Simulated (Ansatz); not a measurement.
Input and command of a calculation in Ansatz (plane waves; scalar-relativistic PAW potentials unless the input names others):

```yaml
crystal:
  lattice:
    - [0.0, 2.6665274206, 2.6665274206]
    - [2.6665274206, 0.0, 2.6665274206]
    - [2.6665274206, 2.6665274206, 0.0]
  atoms:
    - { symbol: Si, position: [0.75, 0.75, 0.75] }
    - { symbol: Si, position: [0.5, 0.5, 0.5] }
basis:
  ecutwfc: 500
  xc_grid: 4
kpoints:
  mp_grid: { grid: [10, 10, 10] }
hamiltonian:
  xc: r2scan
scf:
  occupations: { method: gaussian, width: 0.02 }
output:
  forces: true
  eigenvalues: true
  stress: true
```

```bash
ansatz run input.yaml --threads 1 --pin off --max-ram 2560MiB --backend cpu --events-out ev --progress --plain --runs-dir out
```

Abridged log:
```
Pseudopotentials: kind: paw
Pseudopotential: Si, paw, valence charge 4, recommended cutoff 500 eV (meta_gga)
Functional definition: r2SCAN
Crystal: 2 atoms, lattice volume = 37.920 Å³
Basis set: ecut = 500 eV, 941 PW (Γ), exchange–correlation on 120×120×120 points (64 copies of the dense FFT grid, shifted against one another)
Bands: 8, of which v1, the nominal top of the filled ones, is band 4 counted from 1 (3 counted from 0)
Symmetry: 48 space group operations
Space group: Fd-3m (ITA 227), of the structure as read, at distance tolerance 3.4e-5 Å
k-points: 47 of 1000
Initial density: superposition of atomic densities (neutral atoms: chi_scale 0, normalization atom), corrected by the library's trained network
Initial wavefunctions: pseudopotential atomic-orbital guess
Functional: x = r2scan, c = r2scan; τ floored in thin density (d = 2e-4 eV/Å³)
SCF iter   1: F=—  HF=-1278.064822 eV  |F-HF|=—  |Δ(HF+E_count)|=         —  Δρ=3.43e-3  dr2=2.72e-3  dr2_τ=1.52e-2  ethr=1.77e-3  ⟨swp⟩=6.1  Hψ=3497  notcnv=0
SCF iter   2: F=—  HF=-1278.083843 eV  |F-HF|=—  |Δ(HF+E_count)|=   1.90e-2  Δρ=2.08e-3  dr2=1.01e-3  dr2_τ=6.08e-6  ethr=3.40e-5  ⟨swp⟩=2.2  Hψ=1140  notcnv=0
SCF iter   3: F=—  HF=-1278.083844 eV  |F-HF|=—  |Δ(HF+E_count)|=   1.70e-6  Δρ=4.98e-4  dr2=5.59e-5  dr2_τ=1.16e-6  ethr=1.26e-5  ⟨swp⟩=2.0  Hψ=545  notcnv=0
SCF iter   4: F=—  HF=-1278.083868 eV  |F-HF|=—  |Δ(HF+E_count)|=   2.34e-5  Δρ=1.15e-4  dr2=2.61e-6  dr2_τ=1.94e-8  ethr=6.98e-7  ⟨swp⟩=2.0  Hψ=518  notcnv=0
SCF iter   5: F=—  HF=-1278.083869 eV  |F-HF|=—  |Δ(HF+E_count)|=   1.71e-6  Δρ=3.05e-5  dr2=1.80e-7  dr2_τ=1.72e-9  ethr=3.27e-8  ⟨swp⟩=2.0  Hψ=552  notcnv=0
SCF iter   6: F=-1278.083870 eV  HF=-1278.083870 eV  |F-HF|=4.00e-10  |Δ(HF+E_count)|=   1.40e-7  Δρ=1.72e-6  dr2=5.83e-10  dr2_τ=2.97e-12  ethr=1.25e-9  ⟨swp⟩=5.0  Hψ=1943  notcnv=0
SCF 1 converged in 6 iterations: F = -1278.083870 eV  dr2 = 5.83e-10
SCF converged after 6 iterations
Free energy (F): -1278.083870 eV
Harris-Foulkes:  -1278.083870 eV  (|F-HF|=4.00e-10)
Internal energy: -1278.083870 eV  (E = F + TS)
E sigma→0 (E₀):  -1278.083870 eV
Fermi energy:    7.080843 eV
--- Forces (eV/Å), atoms counted from 1 ---
  atom   1  Si     0.00000000     0.00000000     0.00000000
  atom   2  Si     0.00000000     0.00000000     0.00000000
--- Stress (GPa, compression-positive) ---
        6.830186       0.000000       0.000000
        0.000000       6.830186       0.000000
        0.000000       0.000000       6.830186
  P = ⅓ Tr σ = 6.8302 GPa (68.302 kbar)
```

Apart from outputs and empty bands, the input differs from a reference run on usual settings in basis.xc_grid: not typed → 4. The reference, at the same geometry (not necessarily relaxed), gave pressure 6.83 GPa, largest force 0.000 eV/Å, gap on the mesh 0.67 eV. This run converged in 6 SCF iterations (reference: 6) with an energy at zero smearing within 0.01 meV/atom of the reference's, pressure 6.83 GPa, largest force 0.000 eV/Å, gap on the mesh 0.67 eV.

It took 2.3 s on 1 thread of Arm Neoverse V2, on a shared host, peak memory 0.38 GiB.